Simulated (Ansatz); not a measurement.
The elements of this relaxed trial crystal are hidden behind letters.

```
lattice vectors (Å)
   3.2940    1.9018    2.6904
  -3.2940    1.9018    2.6904
   0.0000   -3.8036    2.6904
fractional positions
X 0.1325 0.8664 0.6351
X 0.8664 0.6351 0.1325
X 0.6351 0.1325 0.8664
Z 0.3653 0.3653 0.3653
Q 0.8396 0.1618 0.3412
Q 0.1618 0.3412 0.8396
Q 0.6581 0.6581 0.6581
Q 0.3412 0.8396 0.1618
```

All numbers below come from DFT PBE, scalar-relativistic, plane waves, PAW (Ansatz). The final run on the 8-atom cell used 420 eV, a Γ-centred 12×12×12 mesh, 0.10 eV smearing and collinear spin.

* Space group: R3 (No. 146)
* Conventional cell: a = 6.588 Å, c = 8.071 Å
* Volume per atom: 12.64 Å³
* Density: 8.49 g/cm³
* Energy over the elements: −0.12 eV/atom
* Gap on the 12×12×12 mesh of the 8-atom cell: 0 eV (a metal)
* Net moment per atom: 0.40 μB

Energies are uncorrected and count from the elements' standard states at the same level.

Question: X is a d-block element of period 4, Z is a d-block element of period 4 and Q is a p-block element of period 4. Which elements are they?

Answer: X = Fe, Z = Co, Q = Ge, so the formula is Fe3CoGe4. Density times volume gives a mean mass of 8.49 × 12.64/1.6605 = 64.6 u per atom, and this set has 64.6 u. Fe is surrounded by 4 Ge at 2.37–2.42 Å, 3 Ge at 2.63–2.64 Å, 4 Fe at 2.84–2.86 Å and 2 Co at 2.86 Å; Co has 4 Ge at 2.36–2.41 Å, 3 Ge at 2.63 Å and 6 Fe at 2.86 Å; around Ge on a site of symmetry 1 lie 3 Fe at 2.37–2.41 Å, 1 Co at 2.41 Å, 2 Fe at 2.63–2.64 Å, 1 Co at 2.63 Å and 6 Ge at 2.87–2.90 Å; 1 more site not described. Other sets within the hints have nearly the same mass, so mass alone doesn't settle it; this one was computed.

The magnetic state reached may not be the lowest. Symmetry constrained the relaxation, so the result can be a saddle point.
